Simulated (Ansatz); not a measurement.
The start is a relaxed Ru cell displaced along its unstable phonon at q = (0, 0, ½) of its primitive reciprocal cell (17i cm⁻¹), largest move 0.15 Å. The cell and all atomic positions are relaxed at zero pressure with PBE (plane waves to 420 eV, PAW, scalar-relativistic; Ansatz, a first-principles code). The first steps use a coarse 9×9×6 k-mesh.

Input geometry:
```
CELL_PARAMETERS angstrom
      4.26565     0.00000     0.00000
     -2.13283     3.69416     0.00000
      0.00000     0.00000     5.37232
ATOMIC_POSITIONS crystal
  Ru 0.00000 0.00000 0.02792
  Ru 0.00000 0.00000 0.47208
  Ru 0.33333 0.66667 0.25000
  Ru 0.33333 0.66667 0.75000
  Ru 0.66667 0.33333 0.25000
  Ru 0.66667 0.33333 0.75000
```

| Property | Result |
|---|---|
| Initial pressure | +3.1 GPa (positive: the cell is compressed) |
| Largest initial force | 2.45 eV/Å, on Ru1, Ru2 (atoms numbered as listed) |
| Energy released | 0.04 eV/atom |
| Shortest distances (start → end) | The closest pairs of elements (up to four, under 3.6 Å), start → end: Ru–Ru 2.39 → 2.46 Å |
| Band gap at the end | zero (metallic) |
| Optimiser moves | 8 |

Final structure:

Space group P6/mmm (No. 191); a = b = 4.266 Å, c = 2.686 Å, α = β = 90.00°, γ = 120.00°

```
atom  site  symmetry       x       y       z
----  ----  --------  ------  ------  ------
Ru      1a     6/mmm  0.0000  0.0000  0.0000
Ru      2d      -6m2  0.3333  0.6667  0.5000
```

Final values are on a 13×13×17 k-mesh of the relaxed cell. No spin polarisation in the result.

The run could not lose the symmetry of its start, so the end can be a saddle point.

The relaxed structure here is a generated cell of Ru: the first start was made by placing the elements on the sites of a structure type, and the end was not matched to a known phase here, so it may be hypothetical. Known forms of Ru include space group No. 194.
